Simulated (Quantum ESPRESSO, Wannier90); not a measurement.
## Tight-binding from DFT: TiO2 (P2₁/c)

Structure: Materials Project mp-430, symmetrised, not relaxed again. COD (Crystallography Open Database) has the formula in 6 space groups, this one among them (matched by group alone). Level: PBEsol, no spin polarisation, no spin-orbit coupling; pw.x of Quantum ESPRESSO at 68 Ry with PseudoDojo potentials, 4×4×4 k-points, Wannier90. Density: 8×6×6 mesh, cold smearing 0.01 Ry.

On the energy scale of pw.x, whose zero is arbitrary, the valence-band maximum lies at 10.15 eV.

Input w.win:

```
num_bands = 72
num_wann = 44
exclude_bands = 1-24
num_iter = 1000
conv_tol = 1.0e-6
conv_window = 4
dis_num_iter = 1000
dis_conv_tol = 1.0e-6
dis_froz_max = 13.43
write_hr = true
write_u_matrices = true
begin projections
f=0.28042,0.45002,-0.27725: d
f=-0.28619,-0.44677,0.27990: d
f=-0.27750,-0.04279,-0.21529: d
f=0.27424,0.06088,0.20729: d
f=0.43544,-0.25924,-0.03783: p
f=-0.45293,0.25649,0.02518: p
f=-0.45471,0.24710,-0.46865: p
f=0.44525,-0.24929,0.47408: p
f=0.05475,0.31783,0.35030: p
f=-0.07168,-0.32889,-0.35629: p
f=-0.07161,-0.17861,0.15369: p
f=0.05987,0.17530,-0.15814: p
end projections
begin unit_cell_cart
ang
    4.8127000000    0.0000000000    0.0000000000
    0.0000000000    4.8718800000    0.0000000000
   -0.8628880000    0.0000000000    4.9665890000
end unit_cell_cart
begin atoms_frac
Ti   0.2774400000  0.4471900000 -0.2868500000
Ti  -0.2774400000 -0.4471900000  0.2868500000
Ti  -0.2774400000 -0.0528100000 -0.2131500000
Ti   0.2774400000  0.0528100000  0.2131500000
O    0.4453600000 -0.2576300000 -0.0332300000
O   -0.4453600000  0.2576300000  0.0332300000
O   -0.4453600000  0.2423700000 -0.4667700000
O    0.4453600000 -0.2423700000  0.4667700000
O    0.0638400000  0.3230300000  0.3515600000
O   -0.0638400000 -0.3230300000 -0.3515600000
O   -0.0638400000 -0.1769700000  0.1484400000
O    0.0638400000  0.1769700000 -0.1484400000
end atoms_frac
mp_grid = 4 4 4
begin kpoints
0.0000000000 0.0000000000 0.0000000000
0.0000000000 0.0000000000 0.2500000000
0.0000000000 0.0000000000 0.5000000000
... (61 more lines: the 4x4x4 mesh through Gamma)
end kpoints
```

Input of pw2wannier90.x that gives the overlap and projection files (equivalent; here they were cut from one run over all bands):

```
&inputpp
  outdir = './out'
  prefix = 'pwscf'
  seedname = 'w'
  write_amn = .true.
  write_mmn = .true.
/
```

Output w.wout (banner and timings cut):

```
                                    ------
                                    SYSTEM
                                    ------

                              Lattice Vectors (Ang)
                    a_1     4.812700   0.000000   0.000000
                    a_2     0.000000   4.871880   0.000000
                    a_3    -0.862888   0.000000   4.966589

                   Unit Cell Volume:     116.45110  (Ang^3)

                        Reciprocal-Space Vectors (Ang^-1)
                    b_1     1.305543  -0.000000   0.226823
                    b_2     0.000000   1.289684  -0.000000
                    b_3     0.000000   0.000000   1.265091

 *----------------------------------------------------------------------------*
 |   Site       Fractional Coordinate          Cartesian Coordinate (Ang)     |
 +----------------------------------------------------------------------------+
 | ti   1   0.27744   0.44719  -0.28685   |    1.58275   2.17866  -1.42467    |
 | ti   2  -0.27744  -0.44719   0.28685   |   -1.58275  -2.17866   1.42467    |
 | ti   3  -0.27744  -0.05281  -0.21315   |   -1.15131  -0.25728  -1.05863    |
 | ti   4   0.27744   0.05281   0.21315   |    1.15131   0.25728   1.05863    |
 | o    1   0.44536  -0.25763  -0.03323   |    2.17206  -1.25514  -0.16504    |
 | o    2  -0.44536   0.25763   0.03323   |   -2.17206   1.25514   0.16504    |
 | o    3  -0.44536   0.24237  -0.46677   |   -1.74061   1.18080  -2.31825    |
 | o    4   0.44536  -0.24237   0.46677   |    1.74061  -1.18080   2.31825    |
 | o    5   0.06384   0.32303   0.35156   |    0.00389   1.57376   1.74605    |
 | o    6  -0.06384  -0.32303  -0.35156   |   -0.00389  -1.57376  -1.74605    |
 | o    7  -0.06384  -0.17697   0.14844   |   -0.43533  -0.86218   0.73724    |
 | o    8   0.06384   0.17697  -0.14844   |    0.43533   0.86218  -0.73724    |
 *----------------------------------------------------------------------------*
                                ------------
                                K-POINT GRID
                                ------------

             Grid size =  4 x  4 x  4      Total points =   64

 *---------------------------------- MAIN ------------------------------------*
 |  Number of Wannier Functions               :                44             |
 |  Number of Objective Wannier Functions     :                44             |
 |  Number of input Bloch states              :                72             |
 |  Output verbosity (1=low, 5=high)          :                 1             |
 |  Timing Level (1=low, 5=high)              :                 1             |
 |  Optimisation (0=memory, 3=speed)          :                 3             |
 |  Length Unit                               :               Ang             |
 |  Post-processing setup (write *.nnkp)      :                 F             |
 |  Using Gamma-only branch of algorithms     :                 F             |
 *----------------------------------------------------------------------------*
 *------------------------------- WANNIERISE ---------------------------------*
 |  Total number of iterations                :              1000             |
 |  Number of CG steps before reset           :                 5             |
 |  Trial step length for line search         :             2.000             |
 |  Convergence tolerence                     :         0.100E-05             |
 |  Convergence window                        :                 4             |
 |  Iterations between writing output         :                 1             |
 |  Iterations between backing up to disk     :               100             |
 |  Write r^2_nm to file                      :                 F             |
 |  Write xyz WF centres to file              :                 F             |
 |  Write on-site energies <0n|H|0n> to file  :                 F             |
 |  Use guiding centre to control phases      :                 F             |
 |  Use phases for initial projections        :                 F             |
 *----------------------------------------------------------------------------*
 *------------------------------- DISENTANGLE --------------------------------*
 |  Using band disentanglement                :                 T             |
 |  Total number of iterations                :              1000             |
 |  Mixing ratio                              :             0.500             |
 |  Convergence tolerence                     :         1.000E-06             |
 |  Convergence window                        :                 3             |
 *----------------------------------------------------------------------------*
 *-------------------------------- PLOTTING ----------------------------------*
 |  Plotting Hamiltonian in WF basis          :                 T             |
 *----------------------------------------------------------------------------*

       ... (k-mesh section left out)

 Starting a new Wannier90 calculation ...

 Reading overlaps from w.mmn

 Reading projections from w.amn

 *------------------------------- DISENTANGLE --------------------------------*
 +----------------------------------------------------------------------------+
 |                              Energy  Windows                               |
 |                              ---------------                               |
 |                   Outer:    4.30963  to   34.42090  (eV)                   |
 |                   Inner:    4.30963  to   13.43000  (eV)                   |
 +----------------------------------------------------------------------------+
   Number of target bands to extract:   44

                   Unitarised projection of Wannier functions
                   ------------------------------------------
   A_mn = <psi_m|g_n> --> S = A.A^+ --> U = S^-1/2.A
   In dis_project... done
   Using an inner window (linner = T)
   In dis_proj_froz... done

                   Extraction of optimally-connected subspace
                   ------------------------------------------
 +---------------------------------------------------------------------+<-- DIS
 |  Iter     Omega_I(i-1)      Omega_I(i)      Delta (frac.)           |<-- DIS
 +---------------------------------------------------------------------+<-- DIS
       1      30.48520721      30.17908921       1.014E-02    <-- DIS
       2      30.32044961      30.05309067       8.896E-03    <-- DIS
       3      30.18310409      29.95252687       7.698E-03    <-- DIS
       4      30.06634966      29.87051717       6.556E-03    <-- DIS
       5      29.96852231      29.80291702       5.557E-03    <-- DIS
       6      29.88686303      29.74674929       4.710E-03    <-- DIS
       ... (lines left out)
     101      29.41260227      29.41253142       2.409E-06    <-- DIS
       ... (lines left out)
     126      29.41248228      29.41245364       9.737E-07    <-- DIS
     127      29.41247990      29.41245221       9.415E-07    <-- DIS
     128      29.41247764      29.41245086       9.104E-07    <-- DIS

             <<<      Delta < 1.000E-06  over  3 iterations     >>>
             <<< Disentanglement convergence criteria satisfied >>>

        Final Omega_I    29.41245086 (Ang^2)

 +----------------------------------------------------------------------------+

 Writing checkpoint file w.chk... done

 *------------------------------- WANNIERISE ---------------------------------*
 +--------------------------------------------------------------------+<-- CONV
 | Iter  Delta Spread     RMS Gradient      Spread (Ang^2)            |<-- CONV
 +--------------------------------------------------------------------+<-- CONV

 ------------------------------------------------------------------------------
 Initial State
  WF centre and spread    1  (  1.593383,  2.176827, -1.403732 )     0.71479208
  WF centre and spread    2  (  1.573698,  2.182013, -1.406106 )     0.68638881
  WF centre and spread    3  (  1.579452,  2.181495, -1.429209 )     0.64350571
  WF centre and spread    4  (  1.600236,  2.167505, -1.425702 )     0.74545697
  WF centre and spread    5  (  1.592642,  2.188051, -1.423504 )     0.64651233
  WF centre and spread    6  ( -1.594111, -2.176224,  1.401705 )     0.71427731
  WF centre and spread    7  ( -1.575670, -2.181799,  1.406599 )     0.68708120
  WF centre and spread    8  ( -1.580693, -2.182246,  1.428229 )     0.64691353
  WF centre and spread    9  ( -1.600225, -2.168148,  1.425342 )     0.74648012
  WF centre and spread   10  ( -1.595381, -2.186812,  1.423251 )     0.64678377
  WF centre and spread   11  ( -1.161709, -0.259254, -1.079919 )     0.71536836
  WF centre and spread   12  ( -1.142574, -0.253912, -1.075073 )     0.68767925
  WF centre and spread   13  ( -1.148787, -0.252272, -1.053769 )     0.64696754
  WF centre and spread   14  ( -1.168254, -0.266946, -1.057842 )     0.74667542
  WF centre and spread   15  ( -1.161846, -0.248391, -1.059775 )     0.64720652
  WF centre and spread   16  (  1.161762,  0.259932,  1.077743 )     0.71761342
  WF centre and spread   17  (  1.141956,  0.254282,  1.074331 )     0.68877585
  WF centre and spread   18  (  1.147446,  0.255148,  1.052118 )     0.64620061
  WF centre and spread   19  (  1.168613,  0.269746,  1.057532 )     0.74661172
  WF centre and spread   20  (  1.161387,  0.248936,  1.059774 )     0.64983073
  WF centre and spread   21  (  2.183070, -1.257852, -0.157502 )     0.69810892
  WF centre and spread   22  (  2.152447, -1.260238, -0.166296 )     0.68589252
  WF centre and spread   23  (  2.175773, -1.247875, -0.162325 )     0.70238130
  WF centre and spread   24  ( -2.182921,  1.257233,  0.158905 )     0.69863548
  WF centre and spread   25  ( -2.153075,  1.259466,  0.166996 )     0.68848301
  WF centre and spread   26  ( -2.176040,  1.248593,  0.162736 )     0.70288231
  WF centre and spread   27  ( -1.751168,  1.178220, -2.324133 )     0.69757895
  WF centre and spread   28  ( -1.720395,  1.175556, -2.316091 )     0.68415308
  WF centre and spread   29  ( -1.744349,  1.187751, -2.320212 )     0.69870733
  WF centre and spread   30  (  1.751849, -1.179758,  2.324346 )     0.69327159
  WF centre and spread   31  (  1.721131, -1.176727,  2.316653 )     0.68191041
  WF centre and spread   32  (  1.744772, -1.188449,  2.321026 )     0.69656888
  WF centre and spread   33  (  0.009938,  1.575827,  1.735506 )     0.67593640
  WF centre and spread   34  ( -0.007188,  1.575148,  1.748388 )     0.68052774
  WF centre and spread   35  (  0.008517,  1.567915,  1.751648 )     0.68321780
  WF centre and spread   36  ( -0.009350, -1.576946, -1.735818 )     0.67344554
  WF centre and spread   37  (  0.008657, -1.577873, -1.747914 )     0.67822935
  WF centre and spread   38  ( -0.008576, -1.568718, -1.751436 )     0.68284442
  WF centre and spread   39  ( -0.441400, -0.858822,  0.745963 )     0.67377469
  WF centre and spread   40  ( -0.423320, -0.858230,  0.735414 )     0.67961856
  WF centre and spread   41  ( -0.439081, -0.865660,  0.731644 )     0.68464483
  WF centre and spread   42  (  0.442032,  0.858089, -0.744367 )     0.68096438
  WF centre and spread   43  (  0.423380,  0.858316, -0.734899 )     0.68576430
  WF centre and spread   44  (  0.440004,  0.866878, -0.731662 )     0.68776801
  Sum of centres and spreads ( -0.003969, -0.000226, -0.001438 )    30.26643101

      0     0.303E+02     0.0000000000       30.2664310092  <-- CONV
        O_D=      0.0007960 O_OD=      0.8531841 O_TOT=     30.2664310 <-- SPRD
 ------------------------------------------------------------------------------
      1    -0.270E+00     0.3973531127       29.9961359811  <-- CONV
        O_D=      0.0014898 O_OD=      0.5821954 O_TOT=     29.9961360 <-- SPRD
      2    -0.900E-01     0.4083445418       29.9061701691  <-- CONV
        O_D=      0.0010362 O_OD=      0.4926831 O_TOT=     29.9061702 <-- SPRD
      3    -0.567E-01     0.3362963568       29.8495164721  <-- CONV
        O_D=      0.0006878 O_OD=      0.4363779 O_TOT=     29.8495165 <-- SPRD
      4    -0.269E-01     0.2480384747       29.8226620082  <-- CONV
        O_D=      0.0004952 O_OD=      0.4097160 O_TOT=     29.8226620 <-- SPRD
      5    -0.988E-02     0.1578018942       29.8127804989  <-- CONV
        O_D=      0.0004424 O_OD=      0.3998873 O_TOT=     29.8127805 <-- SPRD
       ... (lines left out)
    100    -0.109E-05     0.0013756978       29.8070923468  <-- CONV
        O_D=      0.0004055 O_OD=      0.3942360 O_TOT=     29.8070923 <-- SPRD
       ... (lines left out)
    126    -0.797E-06     0.0012167013       29.8070594298  <-- CONV
        O_D=      0.0004056 O_OD=      0.3942030 O_TOT=     29.8070594 <-- SPRD
    127    -0.782E-06     0.0015227880       29.8070586479  <-- CONV
        O_D=      0.0004056 O_OD=      0.3942022 O_TOT=     29.8070586 <-- SPRD
    128    -0.987E-06     0.0012073741       29.8070576611  <-- CONV
        O_D=      0.0004057 O_OD=      0.3942012 O_TOT=     29.8070577 <-- SPRD
             <<<     Delta < 1.000E-06  over  4 iterations     >>>
             <<< Wannierisation convergence criteria satisfied >>>
 Final State
  WF centre and spread    1  (  1.594562,  2.175899, -1.402577 )     0.71152051
  WF centre and spread    2  (  1.572746,  2.182003, -1.405813 )     0.68260646
  WF centre and spread    3  (  1.579744,  2.182217, -1.430310 )     0.63754525
  WF centre and spread    4  (  1.601128,  2.166436, -1.425585 )     0.74633884
  WF centre and spread    5  (  1.593984,  2.188284, -1.423657 )     0.63784394
  WF centre and spread    6  ( -1.594480, -2.175824,  1.402230 )     0.71164929
  WF centre and spread    7  ( -1.573017, -2.181962,  1.406030 )     0.68245057
  WF centre and spread    8  ( -1.579717, -2.182314,  1.430253 )     0.63759640
  WF centre and spread    9  ( -1.601090, -2.166706,  1.425592 )     0.74625196
  WF centre and spread   10  ( -1.594294, -2.188094,  1.423625 )     0.63792609
  WF centre and spread   11  ( -1.163070, -0.260122, -1.081059 )     0.71171384
  WF centre and spread   12  ( -1.141442, -0.253920, -1.077312 )     0.68247882
  WF centre and spread   13  ( -1.148245, -0.253490, -1.052997 )     0.63767589
  WF centre and spread   14  ( -1.169742, -0.269378, -1.057655 )     0.74631327
  WF centre and spread   15  ( -1.162686, -0.247809, -1.059534 )     0.63766588
  WF centre and spread   16  (  1.163092,  0.260069,  1.080854 )     0.71169244
  WF centre and spread   17  (  1.141364,  0.253972,  1.077292 )     0.68240218
  WF centre and spread   18  (  1.148222,  0.253651,  1.052995 )     0.63764428
  WF centre and spread   19  (  1.169651,  0.269531,  1.057668 )     0.74635709
  WF centre and spread   20  (  1.162613,  0.247609,  1.059613 )     0.63782818
  WF centre and spread   21  (  2.182502, -1.256314, -0.158236 )     0.68036253
  WF centre and spread   22  (  2.152008, -1.259923, -0.166727 )     0.67071471
  WF centre and spread   23  (  2.175900, -1.246809, -0.162326 )     0.68390879
  WF centre and spread   24  ( -2.182582,  1.256321,  0.158187 )     0.68030413
  WF centre and spread   25  ( -2.152090,  1.259897,  0.166685 )     0.67071129
  WF centre and spread   26  ( -2.175988,  1.246801,  0.162352 )     0.68382052
  WF centre and spread   27  ( -1.751148,  1.179612, -2.325185 )     0.68039242
  WF centre and spread   28  ( -1.720668,  1.176055, -2.316601 )     0.67072416
  WF centre and spread   29  ( -1.744557,  1.189164, -2.320968 )     0.68375620
  WF centre and spread   30  (  1.751097, -1.179631,  2.325184 )     0.68038369
  WF centre and spread   31  (  1.720582, -1.176062,  2.316630 )     0.67070822
  WF centre and spread   32  (  1.744514, -1.189184,  2.320991 )     0.68382365
  WF centre and spread   33  (  0.009155,  1.576600,  1.736758 )     0.66374437
  WF centre and spread   34  ( -0.007964,  1.576755,  1.748290 )     0.66633313
  WF centre and spread   35  (  0.008252,  1.569783,  1.751466 )     0.67090146
  WF centre and spread   36  ( -0.009213, -1.576605, -1.736824 )     0.66379796
  WF centre and spread   37  (  0.007785, -1.576781, -1.748312 )     0.66614487
  WF centre and spread   38  ( -0.008235, -1.569922, -1.751532 )     0.67077944
  WF centre and spread   39  ( -0.440694, -0.859336,  0.746525 )     0.66385335
  WF centre and spread   40  ( -0.423645, -0.859160,  0.735027 )     0.66643116
  WF centre and spread   41  ( -0.439689, -0.866093,  0.731790 )     0.67095832
  WF centre and spread   42  (  0.440620,  0.859349, -0.746618 )     0.66366253
  WF centre and spread   43  (  0.423475,  0.859146, -0.735063 )     0.66641002
  WF centre and spread   44  (  0.439646,  0.866044, -0.731864 )     0.67092956
  Sum of centres and spreads ( -0.001612, -0.000242, -0.000718 )    29.80705766

         Spreads (Ang^2)       Omega I      =    29.412450857
        ================       Omega D      =     0.000405652
                               Omega OD     =     0.394201152
    Final Spread (Ang^2)       Omega Total  =    29.807057661
```
